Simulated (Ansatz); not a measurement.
MoW:
```yaml
crystal:
  lattice:
    - [0.00000, 2.60595, 2.60595]
    - [2.60595, 0.00000, 2.60595]
    - [2.60595, 2.60595, 0.00000]
  atoms:
    - { symbol: Mo, position: [0.00000, 0.00000, 0.00000] }
    - { symbol: W, position: [0.50000, 0.50000, 0.50000] }
```

Relaxed with r²SCAN.

### Question
Map the valence electron density (e/Å³), cut off at 4 on the plane through (0.000, 0.000, 0.000) spanned by u = [1, 0, 0] and v = [0, 1, -1] in lattice vectors, from r²SCAN in the plane-wave PAW code Ansatz.

### Answer
x is the fraction of u, y of v (the angle between them is 90°; rows are the nearest grid lines); atoms in the plane: Mo at (0.00, 0.00), W at (0.50, 0.50).
```
|9998300000000038999|
|9998300000000038999|
|9995200000000025999|
|8853100000000013588|
|3321000000000001233|
|0000001223221000000|
|0000013588853100000|
|0000025999995200000|
|0000028999998200000|
|0000038999998300000|
|0000028999998200000|
|0000025999995200000|
|0000013588853100000|
|0000001223221000000|
|3321000000000001233|
|8853100000000013588|
|9995200000000025999|
|9998300000000038999|
|9998300000000038999|
```
Scale: ten equal steps from 0.213 (start of '0') to 4.00 (end of '9'), in the order '0123456789'; x runs from 0.000 to 1.00, y from 0.000 (bottom) to 1.00 (top).

The density is the valence pseudo-density with augmentation charge, so density and ELF within about 1 Å of a nucleus are not all-electron values.

Space group Fm-3m (rock salt). The start of the workflow was typed in or built on a structure type; neither database checked (COD, Materials Project) lists it. Whether it is the stable phase at ambient conditions was not checked. Symmetry was held in the r²SCAN relaxation. At this level the phase is mechanically unstable. The run is not spin-polarised. Its formation energy is positive at this level, so the cell may be metastable or incomplete. Scalar-relativistic: spin–orbit coupling is off unless named, which matters more the heavier the elements.

Potentials: the earlier of the program's two PAW sets.
